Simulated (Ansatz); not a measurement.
ZnCu₂SnS₄:
```cif
data_Cu2S4SnZn
_chemical_formula_sum 'Cu2 Zn1 Sn1 S4'
_space_group_name_H-M_alt 'P 1'
_space_group_IT_number 1
_cell_length_a 6.58399
_cell_length_b 6.58399
_cell_length_c 6.58399
_cell_angle_alpha 131.832
_cell_angle_beta 131.832
_cell_angle_gamma 70.494
loop_
_space_group_symop_operation_xyz
  'x, y, z'
loop_
_atom_site_label
_atom_site_type_symbol
_atom_site_fract_x
_atom_site_fract_y
_atom_site_fract_z
_atom_site_occupancy
Cu1 Cu 0.00000 0.00000 0.00000 1
Cu2 Cu 0.75000 0.25000 0.50000 1
Zn1 Zn 0.25000 0.75000 0.50000 1
Sn1 Sn 0.50000 0.50000 0.00000 1
S1 S 0.37036 0.89849 0.00899 1
S2 S 0.10151 0.11050 0.47186 1
S3 S 0.88950 0.36136 0.99101 1
S4 S 0.63864 0.62964 0.52814 1
```

Relaxed with PBEsol.

Task: Decompose the optical modes at the zone centre into irreducible representations, and say which are infrared and Raman allowed.

Result: Point group -4: Γ_opt = 3A + 6B + 6E. Infrared: B, E. Raman: A, B, E.

Task: Assign frequencies (DFPT, PBEsol (plane waves, PAW; program Ansatz); without the LO–TO term).

Result: E 77, B 89, E 97, B 101, E 157, B 171, B 252, E 262, A 290, A 295, E 297, A 316, B 316, E 324, B 339 cm⁻¹.

Subscripts of B labels follow the axes of the standard setting.

Space group I-4. The cell was relaxed with PBEsol under the symmetry of its start. The run is not spin-polarised. Spin–orbit coupling is left out wherever it is not named.

Potentials: the later of the program's two PAW sets.
